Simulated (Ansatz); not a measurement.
Given:

TiAu (CsCl type)

```
CELL_PARAMETERS angstrom
      6.37661     0.00000     0.00000
      3.18830     3.18830     0.00000
      0.00000     0.00000     3.18830
ATOMIC_POSITIONS crystal
  Ti 0.00000 0.50000 0.50000
  Ti 0.50000 0.50000 0.50000
  Au 0.00000 0.00000 0.00000
  Au 0.50000 0.00000 0.00000
```

The atoms are displaced by Q × the pattern below (from a DFPT mode at M = (0.5, 0.5, 0.0), largest move 1; Q in Å), at fixed cell. (q is in reciprocal vectors of the primitive cell; the cell shown is doubled to hold the pattern.)

```json
[
 {"atom": "Au3", "x": "0.000", "y": "0.000", "z": "-1.000"},
 {"atom": "Au4", "x": "0.000", "y": "0.000", "z": "1.000"}
]
```

Atoms not listed stay in place.

All values below come from LDA (plane waves to 420 eV, PAW, scalar-relativistic; Ansatz, an electronic-structure program). k mesh 15×15×15 (Γ-centred), Fermi-Dirac smearing 0.05 eV. Energies are smeared free energies. With partly filled bands, energies and forces of such displacements shift with the k mesh and the smearing. Spin-orbit coupling is left out, though Au is heavy. TiAu is run without spin polarisation. TiAu was relaxed with its symmetry unable to fall. The zero of ΔE is the undisplaced structure.

The scan covers Q from -0.280 to 0.280 Å in 13 points.

Q: Which space group does the distorted structure have?

A: P4/nmm (No. 129), lowered from Pm-3m.

Q: Is this a single well or a double well?

A: A single well with its minimum at or next to zero displacement.

Q: What is the energy change at Q = 0.280 Å?

A: 106 meV/cell.

(A displaced cell: forces are minus the slopes of the energy, force constants its curvatures, and phonons follow from these.)
